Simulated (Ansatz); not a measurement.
This is a relaxation of cell and atoms with Ansatz on a 14-atom cell of SiGe₂N₄ built on β-Si3N4 (relaxed group Pm); the level of theory is PBE. The start is a rough guess from atomic radii.

```yaml
crystal:
  lattice:
    - [7.72898244, 0.0, 0.0]
    - [0.0, 2.9527387, 0.0]
    - [-3.86449122, 0.0, 6.69349513]
  atoms:
    - { symbol: Ge, position: [0.59386372, 0.5, 0.82494615] }
    - { symbol: Si, position: [0.82494615, 0.0, 0.23108243] }
    - { symbol: Si, position: [0.76891757, 0.0, 0.59386372] }
    - { symbol: Ge, position: [0.23108243, 0.5, 0.40613628] }
    - { symbol: Ge, position: [0.17505385, 0.5, 0.76891757] }
    - { symbol: Ge, position: [0.40613628, 0.0, 0.17505385] }
    - { symbol: "N", position: [0.33333334, 0.5, 0.66666667] }
    - { symbol: "N", position: [0.66666666, 0.0, 0.33333333] }
    - { symbol: "N", position: [0.70065891, 0.5, 0.6698534] }
    - { symbol: "N", position: [0.6698534, 0.0, 0.96919449] }
    - { symbol: "N", position: [0.03080551, 0.0, 0.70065891] }
    - { symbol: "N", position: [0.96919449, 0.5, 0.29934109] }
    - { symbol: "N", position: [0.29934109, 0.0, 0.3301466] }
    - { symbol: "N", position: [0.3301466, 0.5, 0.03080551] }
kpoints:
  mp_grid: { grid: [4, 8, 4] }
hamiltonian:
  xc: pbe
scf:
  occupations: { method: fermi_dirac, width: 0.02 }
relax:
  f_tol: 0.005
  cell: {}
```

The trajectory has 11 recorded frames, each with positions in Å and forces in eV/Å. The last, and any step after a large change of cell, is solved on a basis re-selected at its cell; pressure is positive in compression.

Step 1: energy 0.0 meV/atom from step 1, largest force component 3.131 eV/Å, pressure +24.96 GPa
```xyz
14
Lattice="7.7290 0.0000 0.0000 0.0000 2.9527 0.0000 -3.8645 0.0000 6.6935" Properties=species:S:1:pos:R:3:forces:R:3 pbc="T T T"
Ge    1.4020    1.4764    5.5218   -0.0815    0.0000    0.6122
Si    5.4830    0.0000    1.5467   -0.1308    0.0000   -0.0188
Si    3.6480    0.0000    3.9750    0.2723    0.0000   -0.0955
Ge    0.2165    1.4764    2.7185    0.4899    0.0000   -0.2279
Ge   -1.6185    1.4764    5.1467   -0.4878    0.0000   -0.2917
Ge    2.4625    0.0000    1.1717    0.0744    0.0000   -0.4348
N     0.0000    1.4764    4.4623    0.0096    0.0000   -0.0111
N     3.8645    0.0000    2.2312    2.4410    0.0000    1.8438
N     2.8267    1.4764    4.4837    2.4606    0.0000   -1.7895
N     1.4318    0.0000    6.4873    0.1287    0.0000    3.1310
N    -2.4696    0.0000    4.6899   -2.7819    0.0000   -1.4301
N     6.3341    1.4764    2.0036   -2.7819    0.0000   -1.2712
N     1.0378    0.0000    2.2098    0.2016    0.0000    0.1258
N     2.4326    1.4764    0.2062    0.1858    0.0000   -0.1423
```

Step 2: energy -96.5 meV/atom from step 1, largest force component 1.342 eV/Å, pressure +9.02 GPa
```xyz
14
Lattice="7.8670 0.0000 -0.0008 0.0000 3.0093 0.0000 -3.9342 0.0000 6.8119" Properties=species:S:1:pos:R:3:forces:R:3 pbc="T T T"
Ge    1.4571    1.5047    5.6354   -0.1765    0.0000    0.2131
Si    5.5697    0.0000    1.5915   -0.0752    0.0000   -0.1147
Si    3.7135    0.0000    4.0316    0.2038    0.0000   -0.0354
Ge    0.1964    1.5047    2.7528    0.3475    0.0000   -0.0994
Ge   -1.6703    1.5047    5.2209   -0.0990    0.0000   -0.0849
Ge    2.5269    0.0000    1.1977   -0.0255    0.0000   -0.3093
N     0.0052    1.5047    4.5469    0.0015    0.0000    0.0211
N     3.9627    0.0000    2.2942    0.9761    0.0000    0.8289
N     2.9184    1.5047    4.5399    0.8935    0.0000   -0.8120
N     1.4733    0.0000    6.6490    0.0916    0.0000    1.3417
N    -2.5533    0.0000    4.7473   -1.1861    0.0000   -0.5849
N     6.3964    1.5047    2.0273   -1.1661    0.0000   -0.4275
N     1.0504    0.0000    2.2402    0.0706    0.0000    0.0672
N     2.4830    1.5047    0.2029    0.1437    0.0000   -0.0039
```

Step 3: energy -116.0 meV/atom from step 1, largest force component 0.238 eV/Å, pressure +1.23 GPa
```xyz
14
Lattice="7.9437 0.0000 0.0024 0.0000 3.0407 0.0000 -3.9698 0.0000 6.8917" Properties=species:S:1:pos:R:3:forces:R:3 pbc="T T T"
Ge    1.4801    1.5203    5.7186   -0.1131    0.0000    0.1164
Si    5.6227    0.0000    1.6305   -0.0252    0.0000   -0.0751
Si    3.7411    0.0000    4.0695    0.0529    0.0000   -0.0391
Ge    0.1988    1.5203    2.7782    0.2270    0.0000   -0.0350
Ge   -1.7029    1.5203    5.2707   -0.0231    0.0000   -0.0652
Ge    2.5758    0.0000    1.2062   -0.0562    0.0000   -0.1049
N     0.0069    1.5203    4.6036   -0.0614    0.0000   -0.0221
N     4.0242    0.0000    2.3415    0.1491    0.0000    0.1752
N     2.9493    1.5203    4.5598    0.1899    0.0000   -0.2159
N     1.5056    0.0000    6.7699    0.0638    0.0000    0.2319
N    -2.6173    0.0000    4.7927   -0.1798    0.0000   -0.0076
N     6.4289    1.5203    2.0642   -0.2384    0.0000   -0.0446
N     1.0709    0.0000    2.2582   -0.0675    0.0000    0.0318
N     2.5329    1.5203    0.1949    0.0820    0.0000    0.0540
```

**Question.** How does the relaxation go on, and where does it end?

**Answer.**
Step 4: energy -116.8 meV/atom from step 1, largest force component 0.125 eV/Å, pressure +0.13 GPa
```xyz
14
Lattice="7.9631 0.0000 -0.0107 0.0000 3.0449 0.0000 -3.9908 0.0000 6.8986" Properties=species:S:1:pos:R:3:forces:R:3 pbc="T T T"
Ge    1.4605    1.5224    5.7264    0.0540    0.0000    0.0162
Si    5.6321    0.0000    1.6338    0.0144    0.0000   -0.0259
Si    3.7287    0.0000    4.0658   -0.0044    0.0000    0.0112
Ge    0.2120    1.5224    2.7614   -0.1246    0.0000    0.0396
Ge   -1.7236    1.5224    5.2633   -0.0347    0.0000    0.0401
Ge    2.5945    0.0000    1.1937    0.0819    0.0000   -0.0736
N    -0.0079    1.5224    4.5910    0.0011    0.0000   -0.0213
N     4.0378    0.0000    2.3474   -0.0297    0.0000    0.0199
N     2.9280    1.5224    4.5338   -0.0363    0.0000   -0.0239
N     1.5183    0.0000    6.7822   -0.0091    0.0000   -0.0436
N    -2.6739    0.0000    4.8486    0.1023    0.0000   -0.0352
N     6.4305    1.5224    2.0720    0.0092    0.0000    0.0618
N     1.0641    0.0000    2.2164   -0.0009    0.0000   -0.0045
N     2.6050    1.5224    0.1798   -0.0230    0.0000    0.0391
```

Step 5: energy -117.0 meV/atom from step 1, largest force component 0.061 eV/Å, pressure -0.02 GPa
```xyz
14
Lattice="7.9588 0.0000 0.0045 0.0000 3.0458 0.0000 -3.9756 0.0000 6.9000" Properties=species:S:1:pos:R:3:forces:R:3 pbc="T T T"
Ge    1.4755    1.5229    5.7349   -0.0012    0.0000   -0.0392
Si    5.6331    0.0000    1.6423    0.0000    0.0000    0.0322
Si    3.7408    0.0000    4.0759   -0.0160    0.0000   -0.0266
Ge    0.2080    1.5229    2.7714    0.0217    0.0000   -0.0058
Ge   -1.7130    1.5229    5.2743    0.0099    0.0000   -0.0151
Ge    2.5956    0.0000    1.2008   -0.0206    0.0000    0.0606
N     0.0024    1.5229    4.6023    0.0061    0.0000    0.0224
N     4.0380    0.0000    2.3551    0.0124    0.0000   -0.0163
N     2.9376    1.5229    4.5386    0.0104    0.0000    0.0313
N     1.5340    0.0000    6.7909   -0.0023    0.0000    0.0042
N    -2.6514    0.0000    4.8365   -0.0198    0.0000   -0.0011
N     6.4261    1.5229    2.0925    0.0035    0.0000   -0.0231
N     1.0635    0.0000    2.2261   -0.0058    0.0000   -0.0096
N     2.5929    1.5229    0.1895    0.0017    0.0000   -0.0143
```

Step 6: energy -117.0 meV/atom from step 1, largest force component 0.006 eV/Å, pressure 0.00 GPa
```xyz
14
Lattice="7.9615 0.0000 0.0005 0.0000 3.0459 0.0000 -3.9803 0.0000 6.8993" Properties=species:S:1:pos:R:3:forces:R:3 pbc="T T T"
Ge    1.4742    1.5229    5.7311   -0.0008    0.0000    0.0064
Si    5.6334    0.0000    1.6400    0.0001    0.0000   -0.0041
Si    3.7400    0.0000    4.0726    0.0064    0.0000   -0.0031
Ge    0.2067    1.5229    2.7695   -0.0009    0.0000    0.0032
Ge   -1.7147    1.5229    5.2718   -0.0037    0.0000   -0.0013
Ge    2.5939    0.0000    1.2008   -0.0028    0.0000   -0.0036
N     0.0010    1.5229    4.6003   -0.0024    0.0000    0.0002
N     4.0380    0.0000    2.3522    0.0010    0.0000    0.0043
N     2.9389    1.5229    4.5392    0.0013    0.0000   -0.0009
N     1.5299    0.0000    6.7877    0.0001    0.0000   -0.0005
N    -2.6538    0.0000    4.8345   -0.0011    0.0000   -0.0014
N     6.4274    1.5229    2.0869    0.0028    0.0000   -0.0004
N     1.0615    0.0000    2.2240   -0.0009    0.0000   -0.0003
N     2.5921    1.5229    0.1884    0.0010    0.0000    0.0016
```

Step 7: energy -117.0 meV/atom from step 1, largest force component 0.001 eV/Å, pressure 0.00 GPa
```xyz
14
Lattice="7.9613 0.0000 0.0003 0.0000 3.0459 0.0000 -3.9804 0.0000 6.8996" Properties=species:S:1:pos:R:3:forces:R:3 pbc="T T T"
Ge    1.4741    1.5229    5.7314    0.0014    0.0000   -0.0002
Si    5.6334    0.0000    1.6397    0.0005    0.0000    0.0000
Si    3.7400    0.0000    4.0722   -0.0009    0.0000   -0.0001
Ge    0.2067    1.5229    2.7700    0.0002    0.0000    0.0014
Ge   -1.7151    1.5229    5.2721   -0.0008    0.0000   -0.0011
Ge    2.5935    0.0000    1.2007   -0.0011    0.0000    0.0004
N     0.0007    1.5229    4.6008   -0.0005    0.0000    0.0000
N     4.0379    0.0000    2.3520    0.0001    0.0000    0.0000
N     2.9387    1.5229    4.5391    0.0009    0.0000   -0.0002
N     1.5298    0.0000    6.7878   -0.0002    0.0000   -0.0004
N    -2.6538    0.0000    4.8343    0.0003    0.0000    0.0005
N     6.4275    1.5229    2.0865   -0.0008    0.0000   -0.0005
N     1.0614    0.0000    2.2244    0.0005    0.0000   -0.0006
N     2.5916    1.5229    0.1884    0.0003    0.0000    0.0007
```

Step 8: energy -121.6 meV/atom from step 1, largest force component 0.003 eV/Å, pressure +0.57 GPa
```xyz
14
Lattice="7.9613 0.0000 0.0003 0.0000 3.0459 0.0000 -3.9804 0.0000 6.8996" Properties=species:S:1:pos:R:3:forces:R:3 pbc="T T T"
Ge    1.4741    1.5229    5.7314    0.0011    0.0000   -0.0004
Si    5.6334    0.0000    1.6397    0.0006    0.0000    0.0002
Si    3.7400    0.0000    4.0722   -0.0011    0.0000   -0.0001
Ge    0.2067    1.5229    2.7700    0.0006    0.0000    0.0017
Ge   -1.7151    1.5229    5.2721   -0.0006    0.0000   -0.0009
Ge    2.5935    0.0000    1.2007   -0.0012    0.0000    0.0005
N     0.0007    1.5229    4.6008   -0.0010    0.0000    0.0007
N     4.0379    0.0000    2.3520    0.0021    0.0000    0.0015
N     2.9387    1.5229    4.5391    0.0018    0.0000   -0.0020
N     1.5298    0.0000    6.7878   -0.0010    0.0000    0.0021
N    -2.6538    0.0000    4.8343   -0.0017    0.0000   -0.0021
N     6.4275    1.5229    2.0865   -0.0031    0.0000   -0.0005
N     1.0614    0.0000    2.2244    0.0015    0.0000   -0.0002
N     2.5916    1.5229    0.1884    0.0020    0.0000   -0.0005
```

Step 9: energy -121.6 meV/atom from step 1, largest force component 0.005 eV/Å, pressure -0.01 GPa
```xyz
14
Lattice="7.9696 0.0000 0.0001 0.0000 3.0487 0.0000 -3.9847 0.0000 6.9070" Properties=species:S:1:pos:R:3:forces:R:3 pbc="T T T"
Ge    1.4766    1.5244    5.7362    0.0027    0.0000    0.0039
Si    5.6383    0.0000    1.6399    0.0043    0.0000   -0.0006
Si    3.7459    0.0000    4.0760   -0.0007    0.0000    0.0034
Ge    0.2055    1.5244    2.7736   -0.0034    0.0000   -0.0021
Ge   -1.7161    1.5244    5.2791   -0.0020    0.0000   -0.0053
Ge    2.5945    0.0000    1.2033    0.0021    0.0000   -0.0003
N     0.0007    1.5244    4.6061   -0.0016    0.0000    0.0013
N     4.0420    0.0000    2.3539    0.0012    0.0000    0.0017
N     2.9441    1.5244    4.5441    0.0004    0.0000   -0.0004
N     1.5300    0.0000    6.7939    0.0019    0.0000   -0.0028
N    -2.6544    0.0000    4.8380   -0.0019    0.0000    0.0012
N     6.4336    1.5244    2.0868   -0.0015    0.0000   -0.0019
N     1.0621    0.0000    2.2292   -0.0022    0.0000    0.0012
N     2.5915    1.5244    0.1901    0.0006    0.0000    0.0007
```

Step 10: energy -121.6 meV/atom from step 1, largest force component 0.002 eV/Å, pressure 0.00 GPa
```xyz
14
Lattice="7.9694 0.0000 0.0004 0.0000 3.0486 0.0000 -3.9844 0.0000 6.9068" Properties=species:S:1:pos:R:3:forces:R:3 pbc="T T T"
Ge    1.4766    1.5243    5.7362    0.0003    0.0000    0.0001
Si    5.6386    0.0000    1.6399   -0.0015    0.0000   -0.0010
Si    3.7456    0.0000    4.0762   -0.0006    0.0000   -0.0003
Ge    0.2054    1.5243    2.7735    0.0018    0.0000   -0.0002
Ge   -1.7162    1.5243    5.2789    0.0004    0.0000    0.0005
Ge    2.5948    0.0000    1.2034    0.0004    0.0000    0.0005
N     0.0006    1.5243    4.6060   -0.0009    0.0000    0.0000
N     4.0423    0.0000    2.3542   -0.0006    0.0000   -0.0006
N     2.9437    1.5243    4.5439    0.0004    0.0000   -0.0001
N     1.5307    0.0000    6.7938    0.0000    0.0000    0.0003
N    -2.6548    0.0000    4.8386    0.0004    0.0000   -0.0002
N     6.4336    1.5243    2.0868    0.0000    0.0000    0.0003
N     1.0620    0.0000    2.2290   -0.0005    0.0000    0.0004
N     2.5920    1.5243    0.1901    0.0004    0.0000    0.0005
```

Step 11: energy -121.7 meV/atom from step 1, largest force component 0.002 eV/Å, pressure +0.01 GPa
```xyz
14
Lattice="7.9694 0.0000 0.0004 0.0000 3.0486 0.0000 -3.9844 0.0000 6.9068" Properties=species:S:1:pos:R:3:forces:R:3 pbc="T T T"
Ge    1.4766    1.5243    5.7362    0.0003    0.0000    0.0001
Si    5.6386    0.0000    1.6399   -0.0015    0.0000   -0.0010
Si    3.7456    0.0000    4.0762   -0.0006    0.0000   -0.0003
Ge    0.2054    1.5243    2.7735    0.0018    0.0000   -0.0003
Ge   -1.7162    1.5243    5.2789    0.0004    0.0000    0.0005
Ge    2.5948    0.0000    1.2034    0.0004    0.0000    0.0005
N     0.0006    1.5243    4.6060   -0.0009    0.0000    0.0000
N     4.0423    0.0000    2.3542   -0.0006    0.0000   -0.0005
N     2.9437    1.5243    4.5439    0.0004    0.0000   -0.0001
N     1.5307    0.0000    6.7938    0.0000    0.0000    0.0003
N    -2.6548    0.0000    4.8386    0.0004    0.0000   -0.0003
N     6.4336    1.5243    2.0868    0.0000    0.0000    0.0003
N     1.0620    0.0000    2.2290   -0.0005    0.0000    0.0004
N     2.5920    1.5243    0.1901    0.0005    0.0000    0.0004
```

In 9 steps the volume changed by +9.9 %; between the first SCF and the last, each on a basis chosen for its cell, the energy fell by 122 meV an atom. Final cell: space group Pm (No. 6), monoclinic; conventional cell a = 7.969 Å, b = 3.049 Å, c = 7.974 Å, β = 120.0°, 11.99 Å³ an atom. Ge is surrounded by 4 N at 1.86–1.89 Å; Si is surrounded by 4 N at 1.75–1.78 Å; Si is surrounded by 4 N at 1.74–1.78 Å; Ge is surrounded by 4 N at 1.83–1.87 Å; Ge is surrounded by 4 N at 1.84–1.85 Å; Ge is surrounded by 4 N at 1.83–1.85 Å; N is surrounded by 3 Ge at 1.84–1.86 Å; N is surrounded by 2 Si at 1.75 Å and 1 Ge at 1.85 Å (further sites aren't listed).

It took 41 s on 1 × NVIDIA H100 80GB HBM3 with 2 threads of AMD EPYC 7R13 Processor (Zen 3) (shared host), load about 0.9 per core; peak host memory 1.2 GiB.

No spin polarisation. The prototype was imposed, so other structures may be more stable.
